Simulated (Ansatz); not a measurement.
Clean, relaxed (100) surface of Au, space group Fm-3m (No. 225) (top face towards +c; atoms held fixed, by place in the list: 1, 2):

```xyz
4
Lattice="2.9162 0.0000 0.0000 0.0000 2.9162 0.0000 0.0000 0.0000 23.1862" Properties=species:S:1:pos:R:3 pbc="T T T"
Au    1.4581    1.4581    8.5000
Au    0.0000    0.0000   10.5621
Au    1.4581    1.4581   12.6110
Au    0.0000    0.0000   14.6314
```

Method: DFT r2SCAN, scalar-relativistic, plane waves, PAW (Ansatz 0.2.0). Settings: cutoff 500 eV, Γ-centred mesh 10×10×1 on the computed 4-atom cell, Gaussian smearing of 0.10 eV; no spin polarisation. The cell repeats along c with a dipole correction in the vacuum.

C (atom) is put at the top (Au) at (0.00, 0.00) site, one adsorbate per 8.5 Å², and relaxed. The adsorption energy is E(slab + adsorbate) − E(slab) − E(free adsorbate, spin-polarised where open-shell). Heights count from the highest slab atom after relaxation. Bonded neighbours lie within 1.25 times the sum of covalent radii (1.35 for H) and, on that scale, within 12 % of the closest. With the adsorbate the cell is lengthened along c to keep the vacuum.

(1) How strongly does it bind, and where does its anchoring atom end?

(2) How high does its anchoring atom sit over the highest slab atom, and what is the shortest contact with the surface?

(3) The clean face has a work function of 4.97 eV. How does the adsorbate change it?

Each end is the local minimum or symmetric point that its start leads to. The slab is only 6.2 Å thick, so the energies aren't converged with thickness.

For at least one of the starts the bottom face's work function also shifts by over 0.1 eV: the slab is too thin to screen the adsorbate, so the work functions aren't converged with thickness.

The adsorbed runs have no spin polarisation, so weakly bound open-shell ends lie too high.

## Answers

(1) -2.35 eV; at (0.00, 0.00), 1 bonded neighbour (Au).

(2) 1.89 Å; C–Au 1.89 Å.

(3) By +1.84 eV.